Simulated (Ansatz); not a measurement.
## Structures of PtF: which is lowest?

Plane-wave DFT in Ansatz with scalar-relativistic PAW potentials, cutoff 420 eV, Γ-centred meshes chosen by cell and gap, Gaussian smearing with energies taken to zero width. Every cell was relaxed (cell and atoms) in a run of its own, within the symmetry of its start. Functional: PBE.

Relaxed structures (starts from databases or built by putting these elements on another compound's sites):
A. Cmcm, 4 atoms in the computed cell, a = 2.763 Å, b = 9.947 Å, c = 3.872 Å; sites (symmetry × multiplicity) Pt m2m × 4, F m2m × 4; start: built
B. R-3m, 2 atoms in the computed cell, a = 2.721 Å, c = 12.202 Å; sites (symmetry × multiplicity) Pt -3m × 3, F -3m × 3; start: built

Problem. Rank them by energy. Could pressure change the order?

Solution.
```csv
structure,group,E − E(lowest) (meV/atom),V (Å³/atom),gap on mesh (eV)
A,Cmcm,0.0,13.30,0.00
B,R-3m,275,13.04,0.00
```

A is lowest, 275 meV/atom under B. The two lowest differ in volume by under 3 %, too little for a first-order estimate of what pressure does to that pair (other pairs aren't weighed here); with rigid cells even 3 % in favour of the higher one would need about 110 GPa. Other structures may lie lower than all of these, and vibrations aren't counted.

Spin-orbit coupling is left out, which matters for the bands of heavy elements. Spin polarisation was left out, and a magnetic state may lie lower.